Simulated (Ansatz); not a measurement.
The cell is an ordered 8-atom cell of Ga4Sb3P on the zincblende lattice (Cm); cell and atoms were relaxed with r2SCAN. Around P lie 4 Ga at 2.37–2.48 Å; around Sb lie 4 Ga at 2.63–2.70 Å; around Sb lie 4 Ga at 2.60–2.66 Å; around Sb lie 4 Ga at 2.61–2.65 Å; around Ga lie 2 P at 2.48 Å and 2 Sb at 2.65–2.70 Å; around Ga lie 1 P at 2.41 Å and 3 Sb at 2.65–2.66 Å; around Ga lie 1 P at 2.37 Å and 3 Sb at 2.62–2.63 Å; around Ga lie 4 Sb at 2.60–2.63 Å.

Space group Cm (No. 8). a = 13.962 Å, b = 4.222 Å, c = 7.303 Å, α = 90.00°, β = 100.08°, γ = 90.00°

| atom | site | symmetry | x | y | z |
| --- | --- | --- | --- | --- | --- |
| P | 2a | m | 0.0008 | 0.0000 | 0.0006 |
| Sb | 2a | m | 0.4991 | 0.0000 | 0.5003 |
| Sb | 2a | m | 0.2520 | 0.0000 | 0.7586 |
| Sb | 2a | m | 0.2481 | 0.5000 | 0.2398 |
| Ga | 2a | m | 0.0557 | 0.5000 | 0.1647 |
| Ga | 2a | m | 0.0587 | 0.0000 | 0.7092 |
| Ga | 2a | m | 0.3282 | 0.5000 | 0.9399 |
| Ga | 2a | m | 0.3075 | 0.0000 | 0.4368 |

The questions ask for values computed with Ansatz 0.2.0 on this geometry. All values are calculated for a non-magnetic cell, which may be hypothetical.

Question: Is there a gap with PBE, and of what kind?

Answer: With PBE the gap closes, the bands meeting at Y₂–Γ (0.90 of the way from Y₂).

Question: Estimate the gap with r2SCAN on 6×6×4.

Answer: With r2SCAN the gap is 0.11 eV and direct, at Γ.

Question: Estimate the gap with HSE06 on 4×4×2.

Answer: With HSE06 the gap is 0.47 eV and direct, at Γ.

Spin-orbit coupling is left out, which matters wherever the heavy atoms make up the band edges.

The meshes of the hybrids are coarse, so their gaps aren't converged to the digits shown.
